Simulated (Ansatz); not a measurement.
# Gd2CCl2 with kpoints.mp_grid.grid, scf.max_iter changed

All numbers are calculated (PBEsol, collinear spin, no spin-orbit coupling; Ansatz, PAW set soft_2, 420 eV, k-mesh 2×2×2), not measured. These are the settings of the reference run.

Cell:

```
cell
1.0
     3.7198   -6.4429    0.0000
    -7.4396    0.0000    0.0000
     0.0000    0.0000   -9.6295
Gd C Cl
8 4 8
Direct
  0.1667 0.3333 0.6414
  0.6667 0.3333 0.6414
  0.1667 0.8333 0.6414
  0.6667 0.8333 0.6414
  0.3333 0.1667 0.3586
  0.8333 0.1667 0.3586
  0.3333 0.6667 0.3586
  0.8333 0.6667 0.3586
  0.0000 0.5000 0.5000
  0.5000 0.5000 0.5000
  0.0000 0.0000 0.5000
  0.5000 0.0000 0.5000
  0.1667 0.3333 0.1787
  0.6667 0.3333 0.1787
  0.1667 0.8333 0.1787
  0.6667 0.8333 0.1787
  0.3333 0.1667 0.8213
  0.8333 0.1667 0.8213
  0.3333 0.6667 0.8213
  0.8333 0.6667 0.8213
```

The reference run of this cell is solved again as a single point with these keys changed:

| key | reference run | changed run |
| --- | --- | --- |
| kpoints.mp_grid.grid | [2, 2, 2] | [1, 1, 1] |
| scf.max_iter | not typed | 100 |

Task: How does the changed run end?

Result: 

```
                                    quantity  reference run  changed run
energy, changed less reference (meV an atom)              0        145.4
                              pressure (GPa)            0.2          1.8
                        largest force (eV/Å)           0.09         0.42
                        gap on the mesh (eV)           0.36         0.31
                     moment of the cell (μB)          56.00        56.00
```

The energy moves by 145 meV an atom (2.91 eV for the cell). It took 24 iterations. The change was made on purpose as a fault (one k-point for a small cell); the changed values aren't properties of Gd2CCl2. A gap taken on a mesh is an upper bound, since the band edges can lie between its points.

Caveats: the reference run: Gd without a U keeps its half-filled shell, but its 4f levels lie too near the Fermi level; the reference run: open f or d shells may hold a state above the lowest; a single point, atoms not relaxed again; semilocal functionals make gaps too small and can close them.
